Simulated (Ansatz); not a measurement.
**Structure relaxation, TiOs**

The start is a generated cell, TiOs built in the AFLOW prototype AB_tI8_141_a_b ("40", as in NbP). The structure is fully relaxed (lattice and positions, P = 0) with PBE (plane waves to 420 eV, PAW, scalar-relativistic; Ansatz, a quantum-chemistry and plane-wave program). The first steps use a coarse 14×14×14 k-mesh.

The start:
```
CELL_PARAMETERS angstrom
     -1.62459     1.62459     5.56024
      1.62459    -1.62459     5.56024
      1.62459     1.62459    -5.56024
ATOMIC_POSITIONS crystal
  Os 0.75000 0.25000 0.50000
  Os 0.00000 0.00000 0.00000
  Ti 0.50000 0.50000 0.00000
  Ti 0.25000 0.75000 0.50000
```

| Item | Value |
|---|---|
| Initial pressure | +37.9 GPa (positive: the cell is compressed) |
| Outcome | The space group stays I4₁/amd (No. 141) (the run could not lower it), with 4 atoms in the primitive cell |
| Energy released | 1.03 eV/atom |
| Volume change | +3.5 %, from 14.68 to 15.19 Å³/atom |
| Shortest distances (start → end) | The closest pairs of elements (up to four, under 3.6 Å), start → end: Os–Ti 2.30 → 2.61 Å; Os–Os 3.22 → 2.89 Å; Ti–Ti 3.22 → 2.89 Å |
| Optimiser moves | 12 |

Final structure:

```cif
data_Os4Ti4
_chemical_formula_sum 'Os4 Ti4'
_space_group_name_H-M_alt 'I41/amd :1'
_space_group_IT_number 141
_space_group_name_Hall 'I 4bw 2bw -1bw'
_cell_length_a 3.69229
_cell_length_b 3.69229
_cell_length_c 8.91566
_cell_angle_alpha 90.000
_cell_angle_beta 90.000
_cell_angle_gamma 90.000
loop_
_atom_site_label
_atom_site_type_symbol
_atom_site_symmetry_multiplicity
_atom_site_Wyckoff_symbol
_atom_site_fract_x
_atom_site_fract_y
_atom_site_fract_z
_atom_site_occupancy
Os1 Os 4 a 0.00000 0.00000 0.00000 1
Ti1 Ti 4 b 0.00000 0.00000 0.50000 1
```
(The calculation used a cell of 4 atoms; values per cell refer to that cell.)

Final values are on a 18×18×18 k-mesh of the relaxed cell. No spin polarisation in the result.

The run could not lose the symmetry of its start, so the end can be a saddle point.

All atoms sit on sites fixed by symmetry, so only the cell could relax.

The relaxed structure here is a generated cell of TiOs: the first start was made by placing the elements on the sites of a structure type, and the end was not matched to a known phase here, so it may be hypothetical.
